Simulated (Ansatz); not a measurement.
Ansatz input

```yaml
crystal:
  lattice:
    - [0.0, 2.834875435, 2.834875435]
    - [2.834875435, 0.0, 2.834875435]
    - [2.834875435, 2.834875435, 0.0]
  atoms:
    - { symbol: Ir, position: [0.125, 0.125, 0.125], spin: 1.0 }
    - { symbol: Ir, position: [0.875, 0.875, 0.875], spin: 1.0 }
hamiltonian:
  xc: mr2scan
  pseudopotentials:
    kind: paw
    azcp:
      Ir: "pseudopotentials/Ir.paw.azcp"
basis:
  ecutwfc: 500
  fft_grid_basis: typed
kpoints:
  mp_grid: { grid: [16, 16, 16], shift: [0, 0, 0] }
magnetization:
  spin_polarized: true
scf:
  occupations: { method: fermi_dirac, width: 0.05 }
output:
  stress: true
```

Output

```
Engine: ansatz 0.2.0, aarch64-unknown-linux-gnu
Pseudopotentials: kind: paw
Pseudopotential: Ir, paw, valence charge 17, recommended cutoff 500 eV (meta_gga) 
Functional definition: m-r2SCAN
  exchange = m_r2scan_x
  correlation = m_r2scan_c
Crystal: 2 atoms, lattice volume = 45.565 Å³
Basis set: ecut = 500 eV, 1139 PW (Γ), exchange–correlation on 120×120×120 points (64 copies of the dense FFT grid, shifted against one another)
Bands: 22, of which v1, the nominal top of the filled ones, is band 17 counted from 1 (16 counted from 0)
Symmetry: 48 space group operations
Space group: Fd-3m (ITA 227), of the structure as read, at distance tolerance 3.6e-5 Å
Magnetic group: BNS 227.128 (UNI 1630), of the structure as read, at distance tolerance 3.6e-5 Å
k-points: 145 of 4096
Non-local potential: Ir, projectors of the file, l = 0: 3, l = 1: 2, l = 2: 2, l = 3: 1
PAW form: soft (Blöchl's): semilocal exchange-correlation on the pseudo side does not see the compensation charge
PAW frozen core: Ir, regenerated for the run's functional (the file was generated under x = pbe(κ = 0.804, μ = 0.2195149727645171), c = pbe(β = 0.06672455060314922))
PAW one-centre angular grid: Ir, 590 points (default); XC on 160 Gauss nodes
Initial density: superposition of atomic densities (chi_scale 0.1, normalization cell)
Starting moments: Σ|m| = 2 μB on 2 of 2 sites
Initial wavefunctions: pseudopotential atomic-orbital guess
Functional: x = mr2scan, c = mr2scan; τ floored in thin density (d = 2e-4 eV/Å³)
iter 1 solved again at ethr=1.16e-3 eV; its pass at ethr=3.10e-3 eV (dr2=3.93e-1 eV) is discarded
SCF iter   1: F=—  HF=-23894.505503 eV  |F-HF|=—  |Δ(HF+E_count)|=         —  Δρ=2.89e-2 (↑2.89e-2 ↓2.54e-2)  dr2=4.30e-1  dr2_τ=3.02e-2  dr2_m=1.34e-1  M=1.004 μB ∫|m|=1.005 μB  β_m=0.60  ethr=1.16e-3  ⟨swp⟩=2.3  Hψ=39725  notcnv=0
Mixer restart at iter 1: flushing history
spin=Collinear: Kerker preconditioning applied to the charge; magnetization (m = ρ↑ − ρ↓) channel mixes plain (no charge-response kernel on spin).
SCF iter   2: F=—  HF=-23894.596943 eV  |F-HF|=—  |Δ(HF+E_count)|=   9.14e-2  Δρ=1.77e-2 (↑1.77e-2 ↓1.76e-2)  dr2=2.35e-1  dr2_τ=5.99e-3  dr2_m=3.71e-2  M=0.880 μB ∫|m|=0.880 μB  β_m=1.00  ethr=1.16e-3  ⟨swp⟩=2.5  Hψ=10875  notcnv=0  defer=2  κ⁻¹=1.0e0(r=1)
SCF iter   3: F=—  HF=-23895.373934 eV  |F-HF|=—  |Δ(HF+E_count)|=         —  Δρ=2.59e-2 (↑2.59e-2 ↓2.02e-2)  dr2=9.92e-2  dr2_τ=3.85e-2  dr2_m=1.86e-1  M=-0.158 μB ∫|m|=0.162 μB  β_m=1.00  ethr=6.93e-4  ⟨swp⟩=2.0  Hψ=9721  notcnv=0  defer=13
Mixer restart at iter 3: flushing history
SCF iter   4: F=—  HF=-23895.278087 eV  |F-HF|=—  |Δ(HF+E_count)|=   9.58e-2  Δρ=7.81e-3 (↑7.81e-3 ↓3.18e-3)  dr2=7.13e-2  dr2_τ=3.00e-3  dr2_m=4.52e-3  M=-0.022 μB ∫|m|=0.026 μB  β_m=0.35  ethr=1.47e-4  ⟨swp⟩=2.0  Hψ=11539  notcnv=0  defer=17
...
SCF iter  19: F=—  HF=-23895.285207 eV  |F-HF|=—  |Δ(HF+E_count)|=  9.64e-10  Δρ=5.10e-7 (↑4.46e-7 ↓5.10e-7)  dr2=1.56e-11  dr2_τ=1.76e-11  dr2_m=9.21e-11  M=0.000 μB ∫|m|=0.000 μB  β_m=1.00  ethr=1.00e-12  ⟨swp⟩=1.0  Hψ=18327  notcnv=0  κ⁻¹=1.9e-6(r=8)
SCF iter  20: F=—  HF=-23895.285207 eV  |F-HF|=—  |Δ(HF+E_count)|=  2.55e-10  Δρ=2.99e-7 (↑2.99e-7 ↓2.95e-7)  dr2=1.83e-12  dr2_τ=7.35e-12  dr2_m=3.60e-11  M=0.000 μB ∫|m|=0.000 μB  β_m=1.00  ethr=1.00e-12  ⟨swp⟩=1.0  Hψ=7540  notcnv=0  κ⁻¹=3.8e-6(r=8)
SCF iter  21: F=-23895.285207 eV  HF=-23895.285207 eV  |F-HF|=2.55e-11  |Δ(HF+E_count)|=  8.73e-11  Δρ=1.66e-7 (↑1.66e-7 ↓8.80e-8)  dr2=5.45e-12  dr2_τ=1.45e-12  dr2_m=6.25e-12  M=0.000 μB ∫|m|=0.000 μB  ethr=1.00e-12  ⟨swp⟩=2.0  Hψ=11246  notcnv=0
SCF 1 converged in 21 iterations: F = -23895.285207 eV  dr2 = 5.45e-12
WARN: the starting moments were not kept: the SCF closed with an absolute magnetisation of 3.1e-6 μB, where they sum to 2 μB in size (2 sites). That is at most 0.1 of that sum. Measured as dr2_m measures the in/out step, that magnetisation stands 2.0e-12 eV from none, at or under the dr2_threshold of 1.0e-7 eV: it is no larger than a step whose dr2_m would equal this threshold. The system may hold no moment; this SCF shows only that its start led to no more than that. To try another start: raise the starting moments (crystal.atoms[].spin, magnetization.per_species, magnetization.initial_magnetization, or on a non-collinear deck that types none of these the spinor_matrix: blocks that start its atoms; where the total moment is fixed, keep their sum and leave initial_magnetization as it is; typed ones take the place of any that the run laid by itself, positive ones on a crystal's lanthanoids without a Hubbard term where scf.initial_density.shell_occupations: [] is typed) or, if the notice of its spin-set hold's release reads "site moments contracting" or "site moments show no strong build", lengthen the hold (scf.mixing.spin_hold: { on: { confirm: 4 } }; for m-r²SCAN on two components see the key's manual first). Each may lead to a state that holds a moment. A second SCF, from the converged charge density, with the starting moments and any scf.initial_density.shell_occupations laid on it anew, would have followed, and was not run: the deck does not ask for one (magnetization.retry_lost_moments is false, the default). To let it run, set magnetization.retry_lost_moments: true and run the deck again, where that key's refused combinations let it; where memory then withholds it, that run's warning says so.
this state was not tested for a lower state beside it, because the mixer in use, unlike msr1, does not test its closes by its own steps (another_mixer; see scf.mixing.algorithm and scf.lower_state_search)
SCF converged after 21 iterations
Magnetization: 0.0000 μB (17.0000 up, 17.0000 down)
Absolute magnetization: 0.0000 μB (∫|ρ↑−ρ↓|, with the PAW one-centre terms)
Spin contamination: 0.0000 ħ² per cell (⟨S²⟩ above its minimum at these occupations)
Per-site moments (μB) at R_I (Å): [(1.3161164477045174e-6, 1.012718084100715), (1.316116447738436e-6, 1.012718084100715)]
Free energy (F): -23895.285207 eV
Harris-Foulkes:  -23895.285207 eV  (|F-HF|=2.55e-11)
Internal energy: -23895.266915 eV  (E = F + TS)
E sigma→0 (E₀):  -23895.276061 eV
Entropy (-TS):   -0.018293 eV (-9.146 meV/atom)
Fermi energy:    13.999130 eV
--- Per-component energies (eV) ---
  E_band       = -583.050592
  E_kinetic    = 1235.672284
  E_local      = -3773.305305  (includes V_loc(G=0)·N_el)
  E_nonlocal   = 150.896405
  E_hartree    = 1450.513966
  E_xc         = -505.040063
  E_vxc        = -658.575976  (∫ρ·V_xc dr)
  E_paw        = -18499.555234  (= ΣΔE_a)
  E_vpaw       = -479.928407  (= ΣTr[D̂ρ^β])
  E_aug_tail   = -0.000041  (compensation charges beyond the density's cutoff)
  E_vtau       = 41.162343  (kinetic-family band-sum trace: ∫τ·v_τ [+ j·A + Jᵃ·Aᵃ] dr)
  E_ewald      = -3953.815139
  E_core_change = -0.633787  (= ΣΔE_core)
  E_smearing   = -0.018293  (= −TS)
  E_closure    = 0.000000  (closes the sum)
  Σ components = -23895.285207   (vs F -23895.285207, Δ=0.00e0)
--- Stress (GPa, compression-positive) ---
      -13.012175      -0.000000      -0.000000
       -0.000000     -13.012175      -0.000000
        0.000000      -0.000000     -13.012175
  P = ⅓ Tr σ = -13.0122 GPa (-130.122 kbar)
```
